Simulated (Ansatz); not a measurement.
Total density of states per atom from DFT-PBE in the program Ansatz with PAW potentials, in 0.25 eV bins, energy from the Fermi level:

(E (eV), states/eV/atom): (-7.85, 0.43); (-7.60, 0.37); (-7.35, 0.21); (-7.10, 0.20); (-6.85, 0.39); (-6.60, 0.45); (-6.35, 0.38); (-6.10, 0.42); (-5.85, 0.54); (-5.60, 0.54); (-5.35, 0.60); (-5.10, 0.49); (-4.85, 0.35); (-4.60, 0.32); (-4.35, 0.35); (-4.10, 0.43); (-3.85, 0.58); (-3.60, 0.56); (-3.35, 0.39); (-3.10, 0.31); (-2.85, 0.39); (-2.60, 0.42); (-2.35, 0.34); (-2.10, 0.49); (-1.85, 0.52); (-1.60, 0.43); (-1.35, 0.47); (-1.10, 0.46); (-0.85, 0.36); (-0.60, 0.30); (-0.35, 0.34); (-0.10, 0.27); (0.15, 0.32); (0.40, 0.32); (0.65, 0.36); (0.90, 0.36); (1.15, 0.36); (1.40, 0.36); (1.65, 0.41); (1.90, 0.61); (2.15, 0.73); (2.40, 0.54); (2.65, 0.48); (2.90, 0.79); (3.15, 0.77); (3.40, 0.64); (3.65, 0.69); (3.90, 0.55); (4.15, 0.42); (4.40, 0.34); (4.65, 0.36)

### Question
Pick the material that matches.
A. BN, P6_222 (B on 3d, N on 3c)
B. Ge2Mo, fluorite or antifluorite type
C. YN, rock salt
D. MoN2, P4/mbm (Mo on 2a, N on 4h)

### Answer
D, MoN2, P4/mbm (Mo on 2a, N on 4h). Within 0.5 eV of the Fermi level: Mo 4d 63 %, N 2p 32 %. Projections are on Löwdin-orthogonalised atomic valence shells; empty p or d shells of many metals are not among them.

The first step of the workflow began from a Materials Project structure, measured or hypothetical; the Crystallography Open Database copy checked does not list it. Whether it is the stable phase at ambient conditions was not checked. The PBE relaxation kept the symmetry of its start; whether a distortion lowers the energy is not shown. The run is not spin-polarised. Scalar-relativistic: spin–orbit coupling is off unless named, which matters more the heavier the elements.

Potentials: the later of the program's two PAW sets.
